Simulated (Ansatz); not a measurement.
As:
```
As
1.0
   -3.49588     3.49588     3.49588
    3.49588    -3.49588     3.49588
    3.49588     3.49588    -3.49588
As
4
Direct
  0.00000   0.25000   0.50000
  0.25000   0.50000   0.00000
  0.50000   0.00000   0.25000
  0.25000   0.25000   0.25000
```

Relaxed with PBE. Special points in fractions of this cell's reciprocal vectors: Γ (0.000, 0.000, 0.000); H (0.500, -0.500, 0.500); N (0.000, 0.000, 0.500); P (0.250, 0.250, 0.250).

### Question
List the band energies nearest the Fermi level at these points for plane-wave PAW PBE (Ansatz code).

### Answer
In eV from the Fermi level; about four levels below and three above (degenerate sets whole), none deeper than 8.9 eV; points with the same levels are listed once.

```
k                          below                above
-  -----------------------------  -------------------
Γ  -4.23 -4.23 -1.55 -1.55 -1.55       0.93 0.93 0.93
H        -0.68 -0.06 -0.06 -0.06       1.87 1.87 1.87
N        -1.55 -1.45 -1.37 -0.82       0.27 1.44 3.41
P        -2.20 -2.20 -0.49 -0.49  0.74 0.74 3.49 3.49
```

Space group I4_132. The start of the workflow was typed in or built on a structure type; neither database checked (COD, Materials Project) lists it. It is not the phase usual at ambient conditions (space group No. 166). The PBE relaxation kept the symmetry of its start; whether a distortion lowers the energy is not shown. The volume moved by 59 % from the start of the relaxation. Scalar-relativistic: spin–orbit coupling is off unless named, which matters more the heavier the elements.

Potentials: the earlier of the program's two PAW sets.
